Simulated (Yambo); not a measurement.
Yambo run on Ag₂S (space group Cmc2_1, No. 36). The wavefunctions are norm-conserving PBEsol (Quantum ESPRESSO, 82 Ry, no spin-orbit coupling) ones on a 4×4×2 mesh (44 occupied bands); a = 4.2646 Å, b = 4.2646 Å, c = 7.5894 Å, α = 90.00°, β = 90.00°, γ = 111.83°.

Yambo input:

```
rim_cut
gw0
dyson
el_el_corr
HF_and_locXC
ppa
em1d
RandQpts= 1000000
RandGvec= 1 Ry
EXXRLvcs= 82 Ry
VXCRLvcs= 328 Ry
Chimod= "HARTREE"
% BndsRnXp
 17 | 159 |
%
NGsBlkXp= 6 Ry
% LongDrXp
 1.0 | 1.0 | 1.0 |
%
PPAPntXp= 27.2114 eV
% GbndRnge
 1 | 113 |
%
GTermKind= "none"
DysSolver= "n"
ExtendOut
% QPkrange
 1 | 1 | 44 | 45 |
 5 | 5 | 44 | 44 |
%
```

k points by index: 1 = Γ, 5 = (0, -0.5, 0).

The o-*.qp file then holds:

```
#    K-point    Band    Eo [eV]    E [eV]    E-Eo [eV]    Vxc [eV]    Vnlxc [eV]    Sc|Eo [eV]    Sc|E [eV]    dSc/dw|Eo [eV]    Re(Z)    Im(Z)
#
    1    44    -0.010298    -0.087319    -0.077022    -19.49083    -23.26913    3.680209    3.701276    -7.432215    0.785464    -0.001399
    1    45    1.209813    1.865191    0.655378    -11.71400    -7.782573    -3.127206    -3.276046    -6.179012    0.814945    -0.001218
    5    44    0.000000    -0.086033    -0.086033    -18.81637    -22.32335    3.397734    3.420946    -7.332641    0.787728    -0.001387
```
(The two width columns are left out.) Convergence of these settings isn't established.

Geometry of the Materials Project entry, not relaxed at this level.

The structure is a Materials Project entry; no match was found in the copy of COD used, and its stability was not checked.
